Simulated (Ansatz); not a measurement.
Level of theory: DFT PBE, scalar-relativistic, plane waves, PAW in Ansatz 0.2.0. All cells share a 420 eV cutoff and Γ-centred k meshes spaced at most about 0.3 Å⁻¹ (about 0.25 or finer for metals, 2π included). No spin polarisation in the final relaxations.

Temperature and zero-point effects are left out.

Two forms of NbTe6Mo2 were relaxed alike.

A.

```yaml
crystal:
  lattice:
    - [6.17478, 0.00000, 0.00000]
    - [-3.08739, 5.34752, 0.00000]
    - [0.00000, 0.00000, 7.98255]
  atoms:
    - { symbol: Nb, position: [0.00000, 0.00000, 0.00000] }
    - { symbol: Te, position: [0.66260, 0.00000, 0.76793] }
    - { symbol: Te, position: [0.33740, 0.33740, 0.76793] }
    - { symbol: Te, position: [0.00000, 0.66260, 0.76793] }
    - { symbol: Te, position: [0.33740, 0.00000, 0.23207] }
    - { symbol: Te, position: [0.00000, 0.33740, 0.23207] }
    - { symbol: Te, position: [0.66260, 0.66260, 0.23207] }
    - { symbol: Mo, position: [0.33333, 0.66667, 0.00000] }
    - { symbol: Mo, position: [0.66667, 0.33333, 0.00000] }
```

B.

```yaml
crystal:
  lattice:
    - [3.08727, 1.78243, 7.99082]
    - [-3.08727, 1.78243, 7.99082]
    - [0.00000, -3.56487, 7.99082]
  atoms:
    - { symbol: Nb, position: [0.00000, 0.00000, 0.00000] }
    - { symbol: Te, position: [0.07721, 0.73995, 0.41472] }
    - { symbol: Te, position: [0.41472, 0.07721, 0.73995] }
    - { symbol: Te, position: [0.73995, 0.41472, 0.07721] }
    - { symbol: Te, position: [0.26005, 0.58528, 0.92279] }
    - { symbol: Te, position: [0.58528, 0.92279, 0.26005] }
    - { symbol: Te, position: [0.92279, 0.26005, 0.58528] }
    - { symbol: Mo, position: [0.33336, 0.33336, 0.33336] }
    - { symbol: Mo, position: [0.66664, 0.66664, 0.66664] }
```

Question: Which arrangement of the elements on these sites is preferred, and by what margin?

Answer: They are level within the accuracy (under 1 meV/atom apart). The two share one framework of sites and differ in which element sits where. A has space group P-31m (No. 162), 29.3 Å³/atom and no gap on its mesh; B has space group R-3 (No. 148), 29.3 Å³/atom and no gap. Counting Te atoms around Mo and Nb (those within 1.25 times the shortest such distance or 1.15 times the sum of covalent radii), A and B both have Nb 6, Mo 6. Both come from invented guesses.

The k mesh leaves some 4 meV/atom of noise in the energy of each metallic cell. Weakly bound directions are ill-defined at this level, which has no dispersion term (P-31m, R-3), and this can change margins and order among such cells. These runs have no spin–orbit coupling, which can matter for Te. Cells relaxed within their symmetry can be saddle points.
